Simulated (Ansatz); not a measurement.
Here is the system:

CsHgCl₃ (cubic perovskite)

Space group Pm-3m (No. 221); a = b = c = 5.3251 Å, α = β = γ = 90.00°

| atom | site | symmetry | x | y | z |
|---|---|---|---|---|---|
| Cs | 1a | m-3m | 0.0000 | 0.0000 | 0.0000 |
| Hg | 1b | m-3m | 0.5000 | 0.5000 | 0.5000 |
| Cl | 3c | 4/mm.m | 0.0000 | 0.5000 | 0.5000 |

E(V) scan at fixed shape, V₀ the volume above. Symmetry pins the atoms to their sites.

Computed with r2SCAN (plane waves to 500 eV, PAW, scalar-relativistic; Ansatz, a program for electronic structure). k mesh 9×9×9 (Γ-centred), Fermi-Dirac smearing 0.05 eV. Energies are smeared free energies. Compression counts positive. At this level the bands of CsHgCl3 touch or barely overlap. CsHgCl3 was relaxed with its symmetry unable to fall. Spin-orbit coupling is left out, though Hg is heavy. The zero of ΔE is the relaxed starting cell.

The scan covers V/V₀ from 0.900 to 1.100 in 9 points.

Question: What pressure does the cell carry at V/V₀ = 0.900?

Answer: 4.7 GPa.

Question: What is ΔE at V/V₀ = 1.100?

Answer: 26 meV/atom.

Question: What is ΔE at V/V₀ = 0.900?

Answer: 39 meV/atom.

(Under strain, the slope of the energy per volume gives the stress and its curvature an elastic modulus.)
